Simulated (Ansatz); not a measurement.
BaAlGe (P-6m2): electronic heat capacity and spin susceptibility from the density of states

The calculation used DFT r2SCAN, scalar-relativistic, plane waves, PAW (Ansatz 0.2.0).

Cutoff 500 eV; k points 12×12×8 on the computed 3-atom cell (Γ-centred); Gaussian smearing, width 0.10 eV; no spin polarisation.

Relaxed cell: P-6m2, a = 4.352 Å, b = 4.352 Å, c = 5.209 Å, α = 90.00°, β = 90.00°, γ = 120.00°, 3 atoms in the primitive cell. Whether it is the stable form of this composition wasn't checked.

The density of states at the Fermi level is 1.395 states/eV in the cell of 3 atoms (1 formula unit; both spins, tetrahedra on a 18×18×12 mesh).

**Question.** What Sommerfeld coefficient and Pauli susceptibility does this give?

**Answer.** Per formula unit N(E_F) = 1.395 states/eV. γ = (π²/3) k_B² N(E_F) N_A = 2.357 mJ/(mol K²) per state/eV, so γ = 3.3 mJ/(mol K²), a mole of formula units. χ_P = μ_B² N(E_F) N_A = 3.23×10⁻⁵ emu/mol per state/eV gives 4.5×10⁻⁵ emu/mol. This is the bare band result: a measured γ of the same phase is as a rule larger by a factor 1 + λ from phonons and spin fluctuations, the spin part of χ is larger by the Stoner factor, and a measured χ also holds orbital and core terms. N(E_F) at one energy is sensitive to the mesh where the density of states has sharp peaks.

Spin-orbit coupling is left out, which matters for the bands of heavy elements.

Cost: 1 run of about 1.1 core-minutes, on AMD EPYC 9R45 (Zen 5) (shared hosts).